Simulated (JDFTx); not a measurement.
An input for JDFTx (a modified build) (Pb(111), vacuum; bohr, hartree) and the course of its log:

```
lattice \
  6.6671736562 3.3335868281 0.0000000000 \
  0.0000000000 5.7739417478 0.0000000000 \
  0.0000000000 0.0000000000 46.4872626658
coords-type Lattice
ion Pb 0.0000000000 0.0000000000 -0.1756521310 0
ion Pb 0.3333333330 0.3333333330 -0.0585507100 0
ion Pb 0.6666666670 0.6666666670 0.0585507100 0
ion Pb 0.0000000000 0.0000000000 0.1756521310 0
ion-species pseudo/pb_pbe_v1.upf
elec-cutoff 20 100
elec-ex-corr gga-PBE
coulomb-interaction Slab 001
coulomb-truncation-embed 0 0 0
kpoint-folding 8 8 1
elec-smearing Fermi 0.01
lcao-params 10
elec-n-bands 39
electronic-scf nIterations 100 energyDiffThreshold 1e-10
dump-name vac.$VAR
dump End State Ecomponents EigStats BandEigs Forces ElecDensity IonicPositions Fillings Kpoints Dtot
```

```
[one cycle in 5 is shown, and the last three; fluid-solver lines are left out]
	FillingsUpdate:  mu: -0.172949347  nElectrons: 56.000000
SCF: Cycle:  0   F: -243.905972857242318   dF: -3.363e-02   |Residual|: 3.365e-02   |deigs|: 8.089e-02
	FillingsUpdate:  mu: -0.164460507  nElectrons: 56.000000
SCF: Cycle:  5   F: -243.914087098669995   dF: -1.999e-04   |Residual|: 2.357e-03   |deigs|: 3.657e-03
	FillingsUpdate:  mu: -0.145970121  nElectrons: 56.000000
SCF: Cycle: 10   F: -243.914159858714783   dF: -7.260e-06   |Residual|: 8.754e-04   |deigs|: 5.498e-03
	FillingsUpdate:  mu: -0.137775850  nElectrons: 56.000000
SCF: Cycle: 15   F: -243.914180100750428   dF: -1.526e-06   |Residual|: 4.685e-05   |deigs|: 1.701e-04
	FillingsUpdate:  mu: -0.137756151  nElectrons: 56.000000
SCF: Cycle: 20   F: -243.914185961669290   dF: -9.062e-07   |Residual|: 1.796e-04   |deigs|: 2.825e-05
	FillingsUpdate:  mu: -0.137750315  nElectrons: 56.000000
SCF: Cycle: 25   F: -243.914188793519116   dF: -3.610e-07   |Residual|: 3.123e-04   |deigs|: 2.545e-05
	FillingsUpdate:  mu: -0.137736722  nElectrons: 56.000000
SCF: Cycle: 30   F: -243.914189785543073   dF: -1.509e-07   |Residual|: 4.145e-04   |deigs|: 1.929e-05
	FillingsUpdate:  mu: -0.137782735  nElectrons: 56.000000
SCF: Cycle: 35   F: -243.914190218699616   dF: -6.868e-08   |Residual|: 1.334e-05   |deigs|: 7.160e-05
	FillingsUpdate:  mu: -0.137760344  nElectrons: 56.000000
SCF: Cycle: 40   F: -243.914190539346578   dF: -5.940e-08   |Residual|: 2.970e-06   |deigs|: 2.183e-05
	FillingsUpdate:  mu: -0.137742689  nElectrons: 56.000000
SCF: Cycle: 45   F: -243.914190740718368   dF: -2.928e-08   |Residual|: 1.491e-06   |deigs|: 7.502e-06
	FillingsUpdate:  mu: -0.137740008  nElectrons: 56.000000
SCF: Cycle: 50   F: -243.914190847365916   dF: -1.659e-08   |Residual|: 8.348e-06   |deigs|: 1.134e-06
	FillingsUpdate:  mu: -0.137740054  nElectrons: 56.000000
SCF: Cycle: 55   F: -243.914190909656639   dF: -1.021e-08   |Residual|: 1.930e-05   |deigs|: 7.524e-07
	FillingsUpdate:  mu: -0.137740778  nElectrons: 56.000000
SCF: Cycle: 60   F: -243.914190950459727   dF: -6.938e-09   |Residual|: 2.436e-05   |deigs|: 1.205e-06
	FillingsUpdate:  mu: -0.137740694  nElectrons: 56.000000
SCF: Cycle: 65   F: -243.914190976301768   dF: -4.288e-09   |Residual|: 3.202e-05   |deigs|: 4.306e-07
	FillingsUpdate:  mu: -0.137738566  nElectrons: 56.000000
SCF: Cycle: 70   F: -243.914190992318311   dF: -2.536e-09   |Residual|: 2.573e-05   |deigs|: 5.516e-06
	FillingsUpdate:  mu: -0.137734273  nElectrons: 56.000000
SCF: Cycle: 75   F: -243.914191002330256   dF: -1.851e-09   |Residual|: 9.136e-06   |deigs|: 5.446e-06
	FillingsUpdate:  mu: -0.137739163  nElectrons: 56.000000
SCF: Cycle: 80   F: -243.914191008412246   dF: -1.047e-09   |Residual|: 1.146e-06   |deigs|: 1.960e-06
	FillingsUpdate:  mu: -0.137739726  nElectrons: 56.000000
SCF: Cycle: 85   F: -243.914191012657540   dF: -8.158e-10   |Residual|: 7.063e-07   |deigs|: 9.930e-08
	FillingsUpdate:  mu: -0.137739759  nElectrons: 56.000000
SCF: Cycle: 90   F: -243.914191015503434   dF: -5.238e-10   |Residual|: 3.261e-06   |deigs|: 1.177e-07
	FillingsUpdate:  mu: -0.137739756  nElectrons: 56.000000
SCF: Cycle: 95   F: -243.914191017350021   dF: -3.150e-10   |Residual|: 5.121e-06   |deigs|: 2.836e-07
	FillingsUpdate:  mu: -0.137739779  nElectrons: 56.000000
SCF: Cycle: 97   F: -243.914191017854364   dF: -2.530e-10   |Residual|: 5.718e-06   |deigs|: 1.306e-07
	FillingsUpdate:  mu: -0.137739768  nElectrons: 56.000000
SCF: Cycle: 98   F: -243.914191018126047   dF: -2.717e-10   |Residual|: 6.107e-06   |deigs|: 5.765e-08
	FillingsUpdate:  mu: -0.137739821  nElectrons: 56.000000
SCF: Cycle: 99   F: -243.914191018307577   dF: -1.815e-10   |Residual|: 6.512e-06   |deigs|: 1.986e-07
SCF: None of the convergence criteria satisfied after 100 iterations.
IonicMinimize: Iter:   0  F: -243.914191018307577  |grad|_K:  0.000e+00
IonicMinimize: Converged (|grad|_K<1.000000e-04).
```

This run gave no converged result. The loop ran out of cycles short of its threshold. It has stalled and not diverged: the last ten energies span 3e-09 Ha, so the total is near its end, but levels, forces and charges aren't shown converged.
